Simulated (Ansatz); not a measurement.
An Ansatz (an electronic-structure program) run. Input:

Ansatz 0.2 input:
```yaml
crystal:
  lattice:
    - [5.5798481513, 0.0, 0.0]
    - [0.0, 5.5798481513, 0.0]
    - [0.0, 0.0, 5.5798481513]
  atoms:
    - { symbol: Zn, position: [0.25, 0.0, 0.5] }
    - { symbol: Zn, position: [0.75, 0.0, 0.5] }
    - { symbol: Zn, position: [0.5, 0.25, 0.0] }
    - { symbol: Zn, position: [0.5, 0.75, 0.0] }
    - { symbol: Zn, position: [0.0, 0.5, 0.25] }
    - { symbol: Zn, position: [0.0, 0.5, 0.75] }
    - { symbol: O, position: [0.75, 0.5, 0.0] }
    - { symbol: O, position: [0.25, 0.5, 0.0] }
    - { symbol: O, position: [0.0, 0.75, 0.5] }
    - { symbol: O, position: [0.0, 0.25, 0.5] }
    - { symbol: O, position: [0.5, 0.0, 0.75] }
    - { symbol: O, position: [0.5, 0.0, 0.25] }
kpoints:
  mp_grid: { grid: [5, 5, 5] }
hamiltonian:
  xc: r2scan
  pseudopotentials: { azcp: { folder: ./paw }, kind: paw }
scf:
  occupations: { method: fixed }
checkpoint: { read: static.run }
output: { bader: true, populations: true }
```

Output (shortened):

```
Pseudopotential: Zn, paw, valence charge 12
Pseudopotential: O, paw, valence charge 6
Functional definition: r2SCAN
Crystal: 12 atoms, lattice volume = 173.727 Å³
Basis set: ecut = 500 eV, 4385 PW (Γ), exchange–correlation on 180×180×180 points (64 copies of the dense FFT grid, shifted against one another)
Bands: 66, of which v1, the nominal top of the filled ones, is band 54 counted from 1 (53 counted from 0)
Symmetry: 48 space group operations
Space group: Pm-3n (ITA 223), of the structure as read, at distance tolerance 5.6e-5 Å
k-points: 10 of 125
Stability of the state it starts from, as read at its close in the unpolarized treatment …
iter 1 solved again at ethr=1.61e-8 eV; its pass at ethr=3.10e-3 eV (dr2=1.74e-5 eV) is discarded
SCF iter   1: F=—  HF=-23368.374671 eV  |F-HF|=—  |Δ(HF+E_count)|=         —  Δρ=2.20e-7  dr2=4.68e-11  dr2_τ=4.18e-12  ethr=1.61e-8  ⟨swp⟩=3.8  Hψ=4667  notcnv=0  defer=99
preconditioner: auto → Resta (q_TF=auto, 2.520 Å⁻¹)
SCF iter   2: F=-23368.374671 eV  HF=-23368.374671 eV  |F-HF|=7.28e-12  |Δ(HF+E_count)|=   1.06e-8  Δρ=8.80e-8  dr2=6.01e-12  dr2_τ=3.52e-12  ethr=1.00e-12  ⟨swp⟩=11.0  Hψ=3387  notcnv=0
SCF 1 converged in 2 iterations: F = -23368.374671 eV  dr2 = 6.01e-12
SCF converged after 2 iterations
Free energy (F): -23368.374671 eV
Harris-Foulkes:  -23368.374671 eV  (|F-HF|=7.28e-12)
Internal energy: -23368.374671 eV  (E = F + TS)
E sigma→0 (E₀):  -23368.374671 eV
Fermi energy:    4.662716 eV
--- Per-component energies (eV) ---
  E_band       = -96.901521
  E_kinetic    = 1888.512304
  E_local      = -15874.333860  (includes V_loc(G=0)·N_el)
  E_nonlocal   = 5302.653906
  E_hartree    = 6177.749150
  E_xc         = -839.290787
  E_vxc        = -912.935841  (∫ρ·V_xc dr)
  E_paw        = -12500.865700  (= ΣΔE_a)
  E_vpaw       = -2910.612156  (= ΣTr[D̂ρ^β])
  E_aug_tail   = 0.001650  (compensation charges beyond the density's cutoff)
  E_vtau       = 54.313979  (kinetic-family band-sum trace: ∫τ·v_τ [+ j·A + Jᵃ·Aᵃ] dr)
  E_ewald      = -7521.513986
  E_core_change = -1.287348  (= ΣΔE_core)
  E_smearing   =  0.000000  (= −TS)
  E_closure    = 0.000000  (closes the sum)
  Σ components = -23368.374671   (vs F -23368.374671, Δ=0.00e0)
  [band-id]    e_kinetic+e_local+e_nonlocal+2·e_hartree+e_vxc+e_vpaw+e_augmentation_tail+e_vtau = -96.901718   (vs E_band -96.901521, Δ=-1.97e-4)
--- Band table (eV; the first three rows and the last of 10) ---
  k-point 0: bands = ["-14.3538", "-13.8622", "-13.8622", "-13.4051", "-13.4051", "-13.4051", "-2.2643", "-2.2643", "-1.2126", "-1.2126", "-1.2126", "-0.8751", "-0.8751", "-0.8751", "-0.7164", "-0.7164", "-0.7164", "-0.5148", "-0.4834", "-0.4834", "-0.4834", …
  k-point 1: bands = ["-14.3064", "-13.9078", "-13.8244", "-13.4562", "-13.4050", "-13.4050", "-2.2064", "-2.1935", "-1.2371", "-1.1797", "-1.1797", "-0.8966", "-0.8966", "-0.8748", "-0.8376", "-0.7323", "-0.7323", "-0.5578", "-0.5288", "-0.4872", "-0.4872", …
  k-point 2: bands = ["-14.1820", "-14.0291", "-13.7207", "-13.5811", "-13.4048", "-13.4048", "-2.0867", "-2.0724", "-1.2653", "-1.1491", "-1.1021", "-1.1021", "-0.9545", "-0.9545", "-0.7646", "-0.7646", "-0.7351", "-0.6061", "-0.5970", "-0.5926", "-0.4817", …
  k-point 9: bands = ["-13.8958", "-13.8048", "-13.8048", "-13.6400", "-13.6400", "-13.5966", "-1.5502", "-1.5502", "-1.2623", "-1.2344", "-1.0889", "-1.0889", "-0.9117", "-0.9117", "-0.8863", "-0.8863", "-0.8307", "-0.8072", "-0.8072", "-0.6843", "-0.6557", …
--- Löwdin populations: 12 sites ---
  site symbol       q [e]
     0     Zn     10.5166
     1     Zn     10.5166
     2     Zn     10.5166
     3     Zn     10.5166
     4     Zn     10.5166
     5     Zn     10.5166
     6      O      7.3216
     7      O      7.3216
     8      O      7.3216
     9      O      7.3216
    10      O      7.3216
    11      O      7.3216
  spilling = 0.008990 (of n_electrons = 108.000000)
--- Bader charges: 12 sites ---
  site symbol  charge [e]  shift [e]
     0     Zn      1.2908     0.0072
     1     Zn      1.2908     0.0072
     2     Zn      1.2908     0.0072
     3     Zn      1.2908     0.0072
     4     Zn      1.2908     0.0072
     5     Zn      1.2908     0.0072
     6      O     -1.2908     0.0072
     7      O     -1.2908     0.0072
     8      O     -1.2908     0.0072
     9      O     -1.2908     0.0072
    10      O     -1.2908     0.0072
    11      O     -1.2908     0.0072
  shift: an alarm, by how much a part of what the PAW files miss would move the charge. Where it is large, compare
  with a run on PAW files of another source; a small one proves nothing
  estimated error of the sums over rays = 2.1e-4 e
```

Cost: very roughly 2.6 core-minutes on shared cores.

The start of the workflow was typed in or built on a structure type; neither database checked (COD, Materials Project) lists it. It is not the phase usual at ambient conditions (space group No. 186). The cell was relaxed with r²SCAN under the symmetry of its start; its stability against distortions is not shown here.

Potentials: the earlier of the program's two PAW sets.

Ansatz is a plane-wave DFT program.
